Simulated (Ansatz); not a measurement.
### Question
Y (hcp (Mg type), P6_3/mmc) is relaxed with DFT-PBE in the program Ansatz with PAW potentials. What lattice parameters of the conventional cell result?

### Answer
a = 3.658 Å, c = 5.680 Å.

The cell was relaxed with PBE under the symmetry of its start. The workflow began spin-polarised and lost its moments. Axis ratios of metals converge slowly with the k-mesh, so a and c are less sure than the volume.

Potentials: the earlier of the program's two PAW sets.
